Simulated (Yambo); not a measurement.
RbCl (rock salt, space group Fm-3m, No. 225), G0W0@PBEsol in Yambo with this input:

```
rim_cut
gw0
dyson
el_el_corr
HF_and_locXC
ppa
em1d
RandQpts= 1000000
RandGvec= 1 Ry
EXXRLvcs= 58 Ry
VXCRLvcs= 232 Ry
Chimod= "HARTREE"
% BndsRnXp
 1 | 196 |
%
NGsBlkXp= 7 Ry
% LongDrXp
 1.0 | 1.0 | 1.0 |
%
PPAPntXp= 27.2114 eV
% GbndRnge
 1 | 196 |
%
GTermKind= "BG"
DysSolver= "n"
ExtendOut
```

On a 4×4×4 mesh, with wavefunctions cut at 58 Ry, the gap (Γ → Γ) is 7.811 eV and the valence edge shifts by -2.205 eV.

What happens with this change: 2 Ry block?

The gap falls by 0.386 eV, to 7.425 eV; the shift of the valence edge becomes -1.896 eV. Neither run is shown to be the converged limit.

Geometry relaxed with PBEsol; primitive cell a = b = c = 4.6251 Å, α = β = γ = 60.00°.

A shift is the quasiparticle energy of the state minus its PBEsol energy.
